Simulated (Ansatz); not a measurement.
Values for one crystal, relaxed and computed with PBEsol (plane waves, PAW; program Ansatz); other levels are named.

```yaml
volume_per_atom: 22.53 Å³
band_gap: 3.90 eV (indirect)
Hole effective mass with spin–orbit coupling: 1.3, 1.5, 9.7 mₑ (principal values)
debye_temperature_from_the_elastic_constants: 236 K
Poisson's ratio: 0.30
hill_bulk_and_shear_moduli: 29.8 and 13.6 GPa
Electronic dielectric constant ε∞ (DFPT): 4.37 (xx), 3.15 (yy), 3.24 (zz)
```

Task: Which compound is it?
A. MgTe, wurtzite
B. ZnS, wurtzite
C. BaCSNCl, P2_1/m (Pearson symbol mP10)
D. Cs2NbF6, P-3m1 (Cs on 2d, Nb on 1a, F on 6i)

Result: C, BaCSNCl, P2_1/m (Pearson symbol mP10)

The first step of the workflow began from a Materials Project structure, measured or hypothetical; the Crystallography Open Database files this formula in space group No. 11, but the cells were not matched. Its standing as an ambient phase is unchecked. Symmetry was held in the PBEsol relaxation; whether a distortion lowers the energy is not shown. Scalar-relativistic: spin–orbit coupling is off unless named, which matters more the heavier the elements.

Potentials: the later of the program's two PAW sets.
